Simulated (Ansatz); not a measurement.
Lu$_{3}$InN (anti-perovskite, space group No. 221) under volume change, the program Ansatz at the PBEsol level (PAW), scaled uniformly.

```json
[
 {"V (Å³/atom)": "17.926", "E − E(relaxed) (meV/atom)": "61.2", "P (GPa)": "12.00"},
 {"V (Å³/atom)": "18.517", "E − E(relaxed) (meV/atom)": "25.7", "P (GPa)": "7.36"},
 {"V (Å³/atom)": "19.108", "E − E(relaxed) (meV/atom)": "6.1", "P (GPa)": "3.39"},
 {"V (Å³/atom)": "19.699", "E − E(relaxed) (meV/atom)": "0.0", "P (GPa)": "0.00"},
 {"V (Å³/atom)": "20.290", "E − E(relaxed) (meV/atom)": "5.5", "P (GPa)": "-2.90"},
 {"V (Å³/atom)": "20.881", "E − E(relaxed) (meV/atom)": "20.9", "P (GPa)": "-5.39"},
 {"V (Å³/atom)": "21.472", "E − E(relaxed) (meV/atom)": "44.8", "P (GPa)": "-7.52"}
]
```

Problem. What does a third-order Birch–Murnaghan fit give for V₀, B₀ and B′?

Solution. V₀ = 19.70 Å³/atom, B₀ = 104 GPa, B′ = 4.2.

Space group Pm-3m (anti-perovskite). The workflow started from an entry of the Crystallography Open Database (COD). Whether it is the stable phase at ambient conditions was not checked. The PBEsol relaxation kept the symmetry of its start; whether a distortion lowers the energy is not shown. Spin–orbit coupling is left out wherever it is not named.

Potentials: the later of the program's two PAW sets.
